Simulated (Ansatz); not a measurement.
# Mn, hcp: geometry optimisation

Level of theory: DFT, r2SCAN, plane waves (500 eV) with PAW, scalar-relativistic in Ansatz 0.2.0. (PAW data from PBE, frozen cores regenerated.)

k-point mesh 14×14×8, Fermi-Dirac smearing 0.1 eV, no spin polarisation. Cell and atoms relax.

Starting structure:

```cif
data_structure
_symmetry_space_group_name_H-M 'P 1'
_symmetry_Int_Tables_number 1
_cell_length_a 2.5518
_cell_length_b 2.5518
_cell_length_c 4.1671
_cell_angle_alpha 90.000
_cell_angle_beta 90.000
_cell_angle_gamma 120.000
_cell_volume 23.50
loop_
_atom_site_label
_atom_site_type_symbol
_atom_site_fract_x
_atom_site_fract_y
_atom_site_fract_z
_atom_site_occupancy
Mn1 Mn 0.33333 0.66667 0.25000 1
Mn2 Mn 0.66667 0.33333 0.75000 1
```

Task: The pressure at the start is -28.3 GPa. By how much does the volume change?

Result: From 11.75 to 10.42 Å³ per atom, -11.3 %. The final cell has a = 2.457 Å, c = 3.987 Å (c/a = 1.623).

Task: How much energy does the relaxation gain?

Result: 131.0 meV per atom.

Spin polarisation is off here; a magnetic state may lie lower.
